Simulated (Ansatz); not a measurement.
A relaxed cell of La₄H is given with its symmetry left out. The cell was found from a structure generator's guess, not taken from experiment.

Method: DFT PBE, scalar-relativistic, plane waves, PAW in Ansatz. Cutoff 420 eV, Γ-centred mesh, Gaussian smearing, no spin polarisation.

```yaml
crystal:
  lattice:
    - [6.85406, -1.90158, 0.00000]
    - [6.85406, 1.90158, 0.00000]
    - [-3.04050, 0.00000, 5.83312]
  atoms:
    - { symbol: La, position: [0.11987, 0.11987, 0.44462] }
    - { symbol: La, position: [0.62381, 0.62381, 0.95345] }
    - { symbol: La, position: [0.88013, 0.88013, 0.55538] }
    - { symbol: La, position: [0.37619, 0.37619, 0.04655] }
    - { symbol: H, position: [0.00000, 0.00000, 0.00000] }
```

Energies over the elements count from the elements' standard structures at the same level (H₂ as a molecule), with no fitted energy shifts.

**Question.** Find its symmetry and describe it.

**Answer.** C2/m (No. 12). Conventional cell: a = 13.708 Å, b = 3.803 Å, c = 6.578 Å, β = 117.5°. La on its first site is surrounded by 1 H at 2.61 Å and 12 La at 3.68–3.89 Å; La on its second site is surrounded by 2 H at 2.66 Å and 12 La at 3.68–3.89 Å; around H lie 6 La at 2.61–2.66 Å.

**Question.** How far does it lie from the elements in energy?

**Answer.** −0.11 eV/atom. It lies below the elements, which doesn't yet make it stable against other compounds or structures.

**Question.** Is it a metal?

**Answer.** Yes, bands cross the Fermi level on the 10×10×6 mesh.

The last run used a 10×10×6 mesh (in the run's order of axes) for its 5-atom cell and Gaussian smearing of 0.10 eV. The cell is a metal run without spin; a magnetic state may lie lower. With hydrogen, zero-point motion can shift formation energies by some tens of meV/atom. Symmetry constrained the relaxation, so the result can be a saddle point.
